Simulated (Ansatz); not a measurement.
LaN (zinc blende, F-43m) at seven volumes, PBEsol in the plane-wave PAW code Ansatz, scaled uniformly. One row is withheld.

| V (Å³/atom) | P (GPa) |
|---|---|
| 19.410 | 10.24 |
| 20.050 | 6.35 |
| 20.690 | 2.96 |
| 21.330 | 0.00 |
| 21.970 | -2.57 |
| 22.610 | ? |
| 23.250 | -6.77 |

Question: Fit the shown pressures and predict the withheld one.

Answer: Third-order Birch–Murnaghan: P = (3/2)B₀(x^(7/2) − x^(5/2))[1 + (3/4)(B′ − 4)(x − 1)] with x = (V₀/V)^(2/3). Least squares on the six rows gives V₀ = 21.331 Å³/atom, B₀ = 91.75 GPa, B′ = 3.57. At V = 22.610, x = 0.9619 and P = -4.81 GPa. The run itself gave -4.82 GPa.

The start of the workflow was typed in or built on a structure type; neither database checked (COD, Materials Project) lists it. COD files the formula under space group No. 225. Whether it is the stable phase at ambient conditions was not checked. The PBEsol relaxation kept the symmetry of its start; its stability against distortions is not shown here. Scalar-relativistic: spin–orbit coupling is off unless named, which matters more the heavier the elements.

Potentials: the earlier of the program's two PAW sets. The files were generated under PBE; for other functionals the program regenerates the frozen cores, and for LDA and PBEsol the local potential too.
